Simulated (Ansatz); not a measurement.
All numbers below come from DFT PBE, scalar-relativistic, plane waves, PAW in Ansatz 0.2.0. Settings: cutoff 420 eV, Γ-centred meshes spaced at most about 0.3 Å⁻¹, and about 0.25 Å⁻¹ or finer for metals (2π included), Gaussian smearing. No spin polarisation in the final relaxations.

These are static total energies at zero pressure. All come from trial cells, and lower structures may exist.

Question: These unrelaxed guesses for LuBe₃ are each relaxed within their symmetry. Order them by the energy at which they end, lowest first.
A.

Space group Pm-3m (No. 221). a = 3.547 Å, b = 3.547 Å, c = 3.547 Å, α = 90.00°, β = 90.00°, γ = 90.00°
| atom | site | symmetry | x | y | z |
| --- | --- | --- | --- | --- | --- |
| Lu | 1a | m-3m | 0.0000 | 0.0000 | 0.0000 |
| Be | 3c | 4/mm.m | 0.0000 | 0.5000 | 0.5000 |

B.

Space group Fm-3m (No. 225). a = 5.973 Å, b = 5.973 Å, c = 5.973 Å, α = 90.00°, β = 90.00°, γ = 90.00°
```json
{"atom": "Lu", "site": "4a", "symmetry": "m-3m", "x": "0.0000", "y": "0.0000", "z": "0.0000"}
{"atom": "Be", "site": "4b", "symmetry": "m-3m", "x": "0.5000", "y": "0.0000", "z": "0.0000"}
{"atom": "Be", "site": "8c", "symmetry": "-43m", "x": "0.2500", "y": "0.7500", "z": "0.7500"}
```

Answer: B (ends in Fm-3m, BiF3 (D0_3) type, 0 meV/atom), A (ends in Pm-3m, Cu3Au (L1_2) type, 266 meV/atom). Even the lowest end lies +0.15 eV/atom against the elements.

Cells relaxed within their symmetry can be saddle points. Some types were kept out of the candidates beforehand, so the set may lack a known form.
